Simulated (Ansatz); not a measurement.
One crystal and one scan (scan of one atom of the cell) at two levels, PBE (plane waves to 420 eV, PAW, scalar-relativistic; Ansatz, a first-principles code) and r2SCAN (plane waves to 500 eV, PAW, scalar-relativistic; Ansatz), each from its own relaxed cell and on its own mesh. The cell shown is that of PBE.

Relaxed TiSi2 (C49 type, space group Cmcm):

```xyz
6
Lattice="1.7730 -6.7825 0.0000 1.7730 6.7825 0.0000 0.0000 0.0000 3.5797" Properties=species:S:1:pos:R:3 pbc="T T T"
Si     1.7730    -5.9800     2.6848
Si     1.7730     5.9800     0.8949
Si     1.7730     3.3875     2.6848
Si     1.7730    -3.3875     0.8949
Ti     1.7730    -1.3999     2.6848
Ti     1.7730     1.3999     0.8949
```

In this cell atom 2 (Si, nearest neighbour Si at 2.404 Å; its periodic images, 3.5 Å or more away, move with it) is moved by s along Cartesian [111], unit vector (0.577, 0.577, 0.577); all other atoms and the cell stay fixed.

Energies are smeared free energies. The PAW data are Ansatz's earlier set. This is one of several known forms of TiSi2; the measured ambient cells at hand have space group No. 70. TiSi2 is run without spin polarisation. TiSi2 was relaxed with its symmetry unable to fall. With partly filled bands, energies and forces of such displacements shift with the k mesh and the smearing. Both scans cover s from -0.240 to 0.240 Å.

ΔE (meV/cell), each from the undisplaced structure of its own level:

```csv
s (Å),PBE,r2SCAN
-0.240,283,withheld
-0.192,181,195
-0.144,102,110
-0.096,46,49
-0.048,12,12
0.000,0,0
0.048,12,13
0.096,48,52
0.144,110,119
0.192,199,215
0.240,317,344
```

Question: Estimate the r2SCAN value at -0.240 from the PBE value there and the ratio of the two levels in the two nearest given rows on that side of the minimum.

Answer: At -0.192 and -0.144 the ratio r2SCAN/PBE averages 1.078, which gives 1.078 × 283 = 305 meV/cell. The calculation gives 303 meV/cell, +7.1 % against PBE.

(A displaced cell: forces are minus the slopes of the energy, force constants its curvatures, and phonons follow from these.)
